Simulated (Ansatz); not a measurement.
## Stress against strain in SnO₂

```xyz
6
Lattice="4.7374 0.0000 0.0000 0.0000 4.7374 0.0000 0.0000 0.0000 3.1864" Properties=species:S:1:pos:R:3 pbc="T T T"
Sn    0.0000    0.0000    0.0000
Sn    2.3687    2.3687    1.5932
O     1.4478    1.4478    0.0000
O     0.9208    3.8165    1.5932
O     3.2895    3.2895    0.0000
O     3.8165    0.9208    1.5932
```

Atom numbers follow the list: Sn1, Sn2, O3, O4, O5, O6.

The cell is a measured one (Crystallography Open Database entry 2101853); the temperature and pressure of the measurement aren't taken into account, and nothing was relaxed.

Spin–orbit coupling is left out, though it moves levels of the heavy atoms by tenths of an eV or more.

Theory: Ansatz 0.2.0, DFT, LDA, all-electron LAPW, scalar-relativistic.

Numerical set-up: a Γ-centred 4×4×6 k mesh, Fermi–Dirac smearing of 0.03 eV, basis error target 1 meV/atom, no spin polarisation.

The strain is applied along the Cartesian axes of the cell as listed (the other components stay zero). Fractional coordinates are held (clamped ions).

σ is the change of stress from the unstrained cell, which is at -0.91 GPa; tension is positive, so slopes are stress–strain coefficients at that pressure.

Only quantities that a quadratic follows smoothly over the whole series are listed; rougher ones are left out.

```
εxx = εyy  σzz (GPa)  σxx (GPa)
  -0.0300     -10.94     -14.97
  -0.0100      -3.28      -4.45
   0.0000       0.00       0.00
   0.0100       2.94       3.98
   0.0200       5.58       7.52
   0.0300       7.93      10.67
```

Q: Fit the series and read off the stiffness at zero strain.

A: Least-squares fits y = p0 + p1 x + p2 x² to the rows give σzz (GPa): p1 = 314, p2 = -1700; σxx (GPa): p1 = 426, p2 = -2400. So C13 + C23 = 314 GPa and C11 + C12 = 426 GPa, for these axes.

Q: One run, at εxx = εyy = -0.0200, is withheld. Predict its row.

A: The fits give -6.95, -9.49; the run gave -6.91, -9.42.
